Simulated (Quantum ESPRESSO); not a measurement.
pw.x input (Quantum ESPRESSO 7.5; LDA, PseudoDojo standard norm-conserving files, scalar-relativistic):

```
&CONTROL
  calculation = 'scf'
  pseudo_dir = './pseudo'
  outdir = './out'
  tprnfor = .true.
  tstress = .true.
/
&SYSTEM
  ibrav = 0
  nat = 4
  ntyp = 2
  ecutwfc = 102.0
  ecutrho = 408.0
  occupations = 'smearing'
  smearing = 'fd'
  degauss = 0.002
  nbnd = 31
/
&ELECTRONS
  conv_thr = 4e-10
/
ATOMIC_SPECIES
S 32.0600 S.upf
Cd 112.4140 Cd.upf
CELL_PARAMETERS angstrom
  4.076732264478   0.000000000000   0.000000000000
 -2.038366132239   3.530553705465   0.000000000000
  0.000000000000   0.000000000000   6.633309719000
ATOMIC_POSITIONS crystal
S   0.666666667000   0.333333333000   0.876761259500
S   0.333333333667   0.666666666333   0.376761259500
Cd   0.666666667000   0.333333333000   0.500238740500
Cd   0.333333333667   0.666666666333   0.000238740500
K_POINTS automatic
9 9 4 0 0 0
```

End of the output:

```

[...]
     the Fermi energy is     7.7929 ev
!    total energy              =    -745.55833165 Ry
     estimated scf accuracy    <          1.8E-11 Ry
     smearing contrib. (-TS)   =      -0.00000000 Ry
     internal energy E=F+TS    =    -745.55833165 Ry
     The total energy is F=E-TS. E is the sum of the following terms:
     one-electron contribution =    -491.20057283 Ry
     hartree contribution      =     257.03619219 Ry
     xc contribution           =    -108.99085055 Ry
     ewald contribution        =    -402.40310046 Ry
     convergence has been achieved in   9 iterations
     Forces acting on atoms (cartesian axes, Ry/au):
     atom    1 type  1   force =     0.00000000    0.00000000   -0.00012113
     atom    2 type  1   force =     0.00000000    0.00000000   -0.00012113
     atom    3 type  2   force =     0.00000000    0.00000000    0.00012113
     atom    4 type  2   force =     0.00000000    0.00000000    0.00012113
     Total force =     0.000242     Total SCF correction =     0.000006
     Computing stress (Cartesian axis) and pressure
          total   stress  (Ry/bohr**3)                   (kbar)     P=       -0.46
  -0.00000443   0.00000000   0.00000000           -0.65        0.00        0.00
   0.00000000  -0.00000443   0.00000000            0.00       -0.65        0.00
   0.00000000   0.00000000  -0.00000053            0.00        0.00       -0.08
```
In a gapped system the printed Fermi energy is only some level inside the gap.

Spin-orbit coupling is not included.

Geometry relaxed with LDA.
